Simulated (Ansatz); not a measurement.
Al (fcc (Cu type), Fm-3m) at seven volumes, r²SCAN+D4 (plane waves, PAW; program Ansatz), scaled uniformly. One row is withheld.

| V (Å³/atom) | P (GPa) |
|---|---|
| 14.301 | 11.12 |
| 14.772 | 6.78 |
| 15.244 | 3.11 |
| 15.715 | 0.00 |
| 16.187 | -2.63 |
| 16.658 | -4.85 |
| 17.130 | ? |

Question: Fit the shown pressures and predict the withheld one.

Answer: P = (3/2)B₀(x^(7/2) − x^(5/2))[1 + (3/4)(B′ − 4)(x − 1)] with x = (V₀/V)^(2/3). Least squares on the six rows gives V₀ = 15.716 Å³/atom, B₀ = 95.1 GPa, B′ = 4.54. At V = 17.130, x = 0.9442 and P = -6.74 GPa. The run itself gave -6.70 GPa.

The r²SCAN+D4 relaxation kept the symmetry of its start. The pairwise dispersion correction was not fitted to metals.

Potentials: the later of the program's two PAW sets.
